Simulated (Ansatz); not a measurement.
## InPt3: zone-centre modes under pressure

InPt3, Pm-3m, a = 3.966 Å. The structure is a COD entry; whether it is the stable form wasn't checked. Ansatz: LDA, PAW, 420 eV, Γ-centred 10×10×10 mesh on 4 atoms, Fermi-Dirac smearing 0.15 eV; no spin polarisation. Cell and atoms are relaxed at each pressure with the symmetry kept; optical modes at Γ by linear response, in cm⁻¹, matched by rank (the highest 3 distinct ones).

```
P (GPa) V (Å³/atom)     ω1     ω2     ω3
      0       15.600  104.8  118.5  190.7
      5       15.298  111.3  125.5  200.8
     15       14.787      ?      ?      ?
```

Problem. Get each mode's Grüneisen parameter γ = −d ln ω/d ln V from the other rows and predict the missing frequencies.

Solution. ln(V/V0) = 0.0000, -0.0195, -0.0535; a line through ln(ω/ω0) of the 2 known rows gives ω1: γ = 3.086, predicted 123.6, computed 122.6; ω2: γ = 2.943, predicted 138.7, computed 137.8; ω3: γ = 2.647, predicted 219.7, computed 218.5. The worst miss is 0.8 %, or 6 % of the shift under pressure, so a constant γ serves at that level. In a metal these frequencies hang on the mesh and smearing.

The mesh isn't the same in all rows (10×10×10, 12×12×12). Spin–orbit coupling is left out, which can shift energies with elements as heavy as these.